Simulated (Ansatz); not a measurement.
LaWN$_{3}$:
Space group P2₁/m (No. 11); a = 5.7948 Å, b = 3.8574 Å, c = 7.8994 Å, α = 90.00°, β = 109.07°, γ = 90.00°

```json
[
 {"atom": "La", "site": "2e", "symmetry": "m", "x": "0.2471", "y": "0.2500", "z": "0.1851"},
 {"atom": "W", "site": "2e", "symmetry": "m", "x": "0.1402", "y": "0.2500", "z": "0.6681"},
 {"atom": "N", "site": "2e", "symmetry": "m", "x": "0.0351", "y": "0.2500", "z": "0.8660"},
 {"atom": "N", "site": "2e", "symmetry": "m", "x": "0.0250", "y": "0.7500", "z": "0.6102"},
 {"atom": "N", "site": "2e", "symmetry": "m", "x": "0.4674", "y": "0.2500", "z": "0.7413"}
]
```

Relaxed with PBEsol.

**Question.** Give the optical modes at the zone centre with their infrared activity from DFPT, PBEsol (plane waves, PAW; program Ansatz).

**Answer.** Transverse frequencies, without the LO–TO term; a row sums one degenerate level.

```
ω (cm⁻¹)  degeneracy  IR ((D/Å)²/amu)     activity  symmetry
--------  ----------  ---------------  -----------  --------
41                 1             0.00  IR-inactive        Ag
71                 1             0.00  IR-inactive        Bg
82                 1             2.96           IR        Bu
121                1             0.02           IR        Au
127                1             0.00  IR-inactive        Bg
136                1             0.00  IR-inactive        Ag
160                1             0.00  IR-inactive        Ag
164                1             0.00  IR-inactive        Ag
166                1            12.76           IR        Bu
212                1             4.97           IR        Bu
265                1             0.00  IR-inactive        Ag
320                1           115.41           IR        Au
326                1             0.00  IR-inactive        Ag
369                1             0.00  IR-inactive        Bg
374                1             4.26           IR        Au
378                1             5.47           IR        Bu
406                1             0.00  IR-inactive        Ag
416                1             0.00  IR-inactive        Bg
474                1            20.14           IR        Bu
528                1            56.55           IR        Au
549                1            89.41           IR        Bu
607                1             0.00  IR-inactive        Ag
718                1             0.00  IR-inactive        Bg
760                1             0.00  IR-inactive        Ag
767                1            71.97           IR        Bu
907                1            56.66           IR        Bu
945                1             0.00  IR-inactive        Ag
```

**Question.** How high does the top mode go among those that the LO–TO term moves?

**Answer.** 969 cm⁻¹ for q along x, 694 cm⁻¹ for q along y, 936 cm⁻¹ for q along z.

Space group P2_1/m. The first step of the workflow began from a Materials Project structure, measured or hypothetical; the Crystallography Open Database copy checked does not list it. Its standing as an ambient phase is unchecked. The cell was relaxed with PBEsol under the symmetry of its start; whether a distortion lowers the energy is not shown. No spin polarisation was allowed. Scalar-relativistic: spin–orbit coupling is off unless named, which matters more the heavier the elements.

Potentials: the later of the program's two PAW sets.
